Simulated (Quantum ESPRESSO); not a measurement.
## Al3SiCN3 (one run as intended and one with a planted mistake)

Simulated, not a measurement. The program is pw.x of Quantum ESPRESSO 7.5 (plane-wave density functional theory). The cell is made up: 8 atoms on a wurtzite lattice, with randomly drawn elements, strain and displacements, not relaxed. PseudoDojo standard norm-conserving files (v0.5 for PBE, v0.4.1 for LDA and PBEsol) set the functional; there is no spin polarisation, spin-orbit coupling or dispersion term, and the masses in the input are unused placeholders.

Intended input:

```
&control calculation='scf', pseudo_dir='./dojo.nc.sr.pbe.v0_5.standard.upf', outdir='./o', disk_io='medium', tprnfor=.true., tstress=.true. /
&system ibrav=0, nat=8, ntyp=4, nbnd=22, ecutwfc=84.00895049, nosym=.true., tot_charge=0,
 occupations='smearing', smearing='fd', degauss=0.0018374661
/
&electrons conv_thr=7.350e-09, electron_maxstep=60, /
ATOMIC_SPECIES
Al 1.0 Al.upf
C 1.0 C.upf
N 1.0 N.upf
Si 1.0 Si.upf
CELL_PARAMETERS angstrom
3.1629 0.0 0.0
0.0 5.4783 0.0
0.0 0.0 5.165
ATOMIC_POSITIONS angstrom
Al 0.0744 -0.009 0.1035
Al 1.5359 2.8422 0.0536
Si 1.6757 0.9007 2.6282
Al -0.0885 3.5093 2.5033
C 0.1003 0.1655 1.8518
N 1.506 2.7057 1.9472
N 1.5022 0.9626 4.4834
N -0.0883 3.665 4.3362
K_POINTS automatic
6 4 4 1 1 1
```

The log is shortened where brackets say so; the opening notice, blank lines, dates and the lines on written files are dropped, and the path of the files is cut. It prints rydbergs, bohrs and kilobars, and counts compression as positive stress. Where no state is partly filled, the Fermi energy that it prints is only some level between the filled and the empty states on the mesh, and need not lie in the true gap.

Log of the intended run:

```
     Program PWSCF v.7.5
     Parallel version (MPI & OpenMP), running on       1 processor cores
     Number of MPI processes:                 1
     Threads/MPI process:                     1
     [start-up lines left out]
     bravais-lattice index     =            0
     lattice parameter (alat)  =       5.9770  a.u.
     unit-cell volume          =     603.9461 (a.u.)^3
     number of atoms/cell      =            8
     number of atomic types    =            4
     number of electrons       =        32.00
     number of Kohn-Sham states=           22
     kinetic-energy cutoff     =      84.0090  Ry
     charge density cutoff     =     336.0358  Ry
     scf convergence threshold =      7.3E-09
     mixing beta               =       0.7000
     number of iterations used =            8  plain     mixing
     Exchange-correlation= PBE
                           (   1   4   3   4   0   0   0)
     [axes and pseudopotential details left out]
   Cartesian axes
     site n.     atom                  positions (alat units)
         1        Al     tau(   1) = (   0.0235227  -0.0028455   0.0327231  )
         2        Al     tau(   2) = (   0.4855987   0.8986057   0.0169465  )
         3        Si     tau(   3) = (   0.5297986   0.2847703   0.8309463  )
         4        Al     tau(   4) = (  -0.0279807   1.1095197   0.7914572  )
         5        C      tau(   5) = (   0.0317114   0.0523254   0.5854754  )
         6        N      tau(   6) = (   0.4761453   0.8554491   0.6156375  )
         7        N      tau(   7) = (   0.4749439   0.3043410   1.4174966  )
         8        N      tau(   8) = (  -0.0279174   1.1587467   1.3709570  )
     number of k points=    48  Fermi-Dirac smearing, width (Ry)=  0.0018
                       cart. coord. in units 2pi/alat
        k(    1) = (   0.0833333   0.0721688   0.0765465), wk =   0.0416667
        k(    2) = (   0.0833333   0.0721688   0.2296394), wk =   0.0416667
     [further k points left out]
     Dense  grid:    62835 G-vectors     FFT dimensions: (  36,  64,  60)
     Estimated max dynamical RAM per process >      73.02 MB
     Initial potential from superposition of free atoms
     starting charge      31.9920, renormalised to      32.0000
     Starting wfcs are   32 randomized atomic wfcs
     total cpu time spent up to now is        9.3 secs
     per-process dynamical memory:    57.0 Mb
     Self-consistent Calculation
     iteration #  1     ecut=    84.01 Ry     beta= 0.70
     Davidson diagonalization with overlap
     ethr =  1.00E-02,  avg # of iterations =  3.0
     total cpu time spent up to now is       23.5 secs
     total energy              =     -96.17894365 Ry
     estimated scf accuracy    <       2.28713958 Ry
     iteration #  2     ecut=    84.01 Ry     beta= 0.70
     Davidson diagonalization with overlap
     ethr =  7.15E-03,  avg # of iterations =  2.0
     total cpu time spent up to now is       35.6 secs
     total energy              =     -96.87263989 Ry
     estimated scf accuracy    <       1.60254395 Ry
     [iterations 3 to 11 left out]
     iteration # 12     ecut=    84.01 Ry     beta= 0.70
     Davidson diagonalization with overlap
     ethr =  6.85E-11,  avg # of iterations =  5.0
     total cpu time spent up to now is      162.5 secs
     total energy              =     -97.14181895 Ry
     estimated scf accuracy    <       0.00000007 Ry
     iteration # 13     ecut=    84.01 Ry     beta= 0.70
     Davidson diagonalization with overlap
     ethr =  6.85E-11,  avg # of iterations =  2.0
     total cpu time spent up to now is      174.3 secs
     End of self-consistent calculation
     [lines on levels left out]
     the Fermi energy is     9.5974 ev
!    total energy              =     -97.14181895 Ry
     estimated scf accuracy    <          4.7E-09 Ry
     smearing contrib. (-TS)   =      -0.00000000 Ry
     internal energy E=F+TS    =     -97.14181895 Ry
     The total energy is F=E-TS. E is the sum of the following terms:
     one-electron contribution =      -1.28924093 Ry
     hartree contribution      =      20.31295623 Ry
     xc contribution           =     -32.67350339 Ry
     ewald contribution        =     -83.49203086 Ry
     convergence has been achieved in  13 iterations
     Forces acting on atoms (cartesian axes, Ry/au):
     atom    1 type  1   force =    -0.04481929    0.01253418   -0.21733900
     atom    2 type  1   force =    -0.01084681   -0.04921296   -0.09556595
     atom    3 type  4   force =    -0.03466586   -0.00815293   -0.00894887
     atom    4 type  1   force =     0.02356943    0.09560128    0.02178941
     atom    5 type  2   force =    -0.02124668   -0.02538907    0.20516134
     atom    6 type  3   force =     0.01519928   -0.03993978   -0.00604792
     atom    7 type  3   force =     0.05616594    0.01039413   -0.03985040
     atom    8 type  3   force =     0.01664398    0.00416515    0.14080139
     Total force =     0.377641     Total SCF correction =     0.000032
     Computing stress (Cartesian axis) and pressure
          total   stress  (Ry/bohr**3)                   (kbar)     P=      -55.15
  -0.00043595   0.00017946   0.00000808          -64.13       26.40        1.19
   0.00017946  -0.00070637   0.00011774           26.40     -103.91       17.32
   0.00000808   0.00011774   0.00001763            1.19       17.32        2.59
     init_run     :      7.69s CPU      9.13s WALL (       1 calls)
     electrons    :    153.73s CPU    165.02s WALL (       1 calls)
     forces       :      1.60s CPU      1.64s WALL (       1 calls)
     stress       :      5.93s CPU      5.97s WALL (       1 calls)
     [timing details left out]
     PWSCF        :   2m49.13s CPU   3m 2.00s WALL
     JOB DONE.
```

A second run has one planted mistake: the cell has the wrong charge. The input lines that differ, file-writing options aside:

```
- &system ibrav=0, nat=8, ntyp=4, nbnd=22, ecutwfc=84.00895049, nosym=.true., tot_charge=0,
+ &system ibrav=0, nat=8, ntyp=4, nbnd=23, ecutwfc=84.00895049, nosym=.true., tot_charge=-1,
```

Its log:

```
     Program PWSCF v.7.5
     Parallel version (MPI & OpenMP), running on       1 processor cores
     Number of MPI processes:                 1
     Threads/MPI process:                     1
     [start-up lines left out]
     bravais-lattice index     =            0
     lattice parameter (alat)  =       5.9770  a.u.
     unit-cell volume          =     603.9461 (a.u.)^3
     number of atoms/cell      =            8
     number of atomic types    =            4
     number of electrons       =        33.00
     number of Kohn-Sham states=           23
     kinetic-energy cutoff     =      84.0090  Ry
     charge density cutoff     =     336.0358  Ry
     scf convergence threshold =      7.3E-09
     mixing beta               =       0.7000
     number of iterations used =            8  plain     mixing
     Exchange-correlation= PBE
                           (   1   4   3   4   0   0   0)
     [axes and pseudopotential details left out]
   Cartesian axes
     site n.     atom                  positions (alat units)
         1        Al     tau(   1) = (   0.0235227  -0.0028455   0.0327231  )
         2        Al     tau(   2) = (   0.4855987   0.8986057   0.0169465  )
         3        Si     tau(   3) = (   0.5297986   0.2847703   0.8309463  )
         4        Al     tau(   4) = (  -0.0279807   1.1095197   0.7914572  )
         5        C      tau(   5) = (   0.0317114   0.0523254   0.5854754  )
         6        N      tau(   6) = (   0.4761453   0.8554491   0.6156375  )
         7        N      tau(   7) = (   0.4749439   0.3043410   1.4174966  )
         8        N      tau(   8) = (  -0.0279174   1.1587467   1.3709570  )
     number of k points=    48  Fermi-Dirac smearing, width (Ry)=  0.0018
                       cart. coord. in units 2pi/alat
        k(    1) = (   0.0833333   0.0721688   0.0765465), wk =   0.0416667
        k(    2) = (   0.0833333   0.0721688   0.2296394), wk =   0.0416667
     [further k points left out]
     Dense  grid:    62835 G-vectors     FFT dimensions: (  36,  64,  60)
     Estimated max dynamical RAM per process >      73.63 MB
     Initial potential from superposition of free atoms
     starting charge      31.9920, renormalised to      33.0000
     Starting wfcs are   32 randomized atomic wfcs
     total cpu time spent up to now is        7.9 secs
     per-process dynamical memory:    57.0 Mb
     Self-consistent Calculation
     iteration #  1     ecut=    84.01 Ry     beta= 0.70
     Davidson diagonalization with overlap
     ethr =  1.00E-02,  avg # of iterations =  3.0
     total cpu time spent up to now is       22.6 secs
     total energy              =     -95.70222633 Ry
     estimated scf accuracy    <       1.50661507 Ry
     iteration #  2     ecut=    84.01 Ry     beta= 0.70
     Davidson diagonalization with overlap
     ethr =  4.57E-03,  avg # of iterations =  2.1
     total cpu time spent up to now is       34.8 secs
     total energy              =     -96.15817647 Ry
     estimated scf accuracy    <       1.14430977 Ry
     [iterations 3 to 11 left out]
     iteration # 12     ecut=    84.01 Ry     beta= 0.70
     Davidson diagonalization with overlap
     ethr =  3.28E-11,  avg # of iterations =  5.1
     total cpu time spent up to now is      185.7 secs
     total energy              =     -96.35383858 Ry
     estimated scf accuracy    <       0.00000003 Ry
     iteration # 13     ecut=    84.01 Ry     beta= 0.70
     Davidson diagonalization with overlap
     ethr =  3.28E-11,  avg # of iterations =  2.0
     total cpu time spent up to now is      199.9 secs
     End of self-consistent calculation
     [lines on levels left out]
     the Fermi energy is    10.9461 ev
!    total energy              =     -96.35383858 Ry
     estimated scf accuracy    <          3.3E-09 Ry
     smearing contrib. (-TS)   =      -0.00028201 Ry
     internal energy E=F+TS    =     -96.35355657 Ry
     The total energy is F=E-TS. E is the sum of the following terms:
     one-electron contribution =       0.36723393 Ry
     hartree contribution      =      20.21561502 Ry
     xc contribution           =     -33.44437466 Ry
     ewald contribution        =     -83.49203086 Ry
     convergence has been achieved in  13 iterations
     Forces acting on atoms (cartesian axes, Ry/au):
     atom    1 type  1   force =    -0.03834399   -0.03354497   -0.17919919
     atom    2 type  1   force =    -0.01202430    0.00157057   -0.07055634
     atom    3 type  4   force =    -0.02402903    0.01003126    0.00647045
     atom    4 type  1   force =     0.02063708    0.08250785    0.00280829
     atom    5 type  2   force =    -0.01905222   -0.01724111    0.20603516
     atom    6 type  3   force =     0.01372631   -0.04589983   -0.01839497
     atom    7 type  3   force =     0.04678019    0.01272695   -0.03180229
     atom    8 type  3   force =     0.01230596   -0.01015072    0.08463888
     Total force =     0.322984     Total SCF correction =     0.000029
     Computing stress (Cartesian axis) and pressure
          total   stress  (Ry/bohr**3)                   (kbar)     P=      183.66
   0.00091971   0.00011709  -0.00000656          135.29       17.23       -0.97
   0.00011709   0.00075348   0.00009512           17.23      110.84       13.99
  -0.00000656   0.00009512   0.00207237           -0.97       13.99      304.86
     init_run     :      7.19s CPU      7.76s WALL (       1 calls)
     electrons    :    178.84s CPU    192.60s WALL (       1 calls)
     forces       :      2.28s CPU      2.32s WALL (       1 calls)
     stress       :      8.01s CPU      8.06s WALL (       1 calls)
     [timing details left out]
     PWSCF        :   3m16.50s CPU   3m31.06s WALL
     JOB DONE.
```

|  | intended run | run with the mistake |
| --- | --- | --- |
| free energy (eV) | -1321.682 | -1310.961 |
| smearing term -TS (eV) | 0.0000 | -0.0038 |
| pressure (GPa) | -5.51 | 18.37 |
| largest force component (eV/Å) | 5.588 | 5.297 |
| largest change of a force component (eV/Å) |  | 1.444 |
| iterations | 13 | 13 |

For scale, a rerun of the intended cell at 1437 eV and a 8 x 6 x 6 mesh moved values by no more than 0.002 eV in energy, 0.03 GPa in stress and 0.004 eV/Å in force. The charged cell sits in a uniform background, so its energy and stress rest on the program's zero of potential. The number of bands, nbnd, was set by rule from the electron count and the smearing, so it follows the mistake.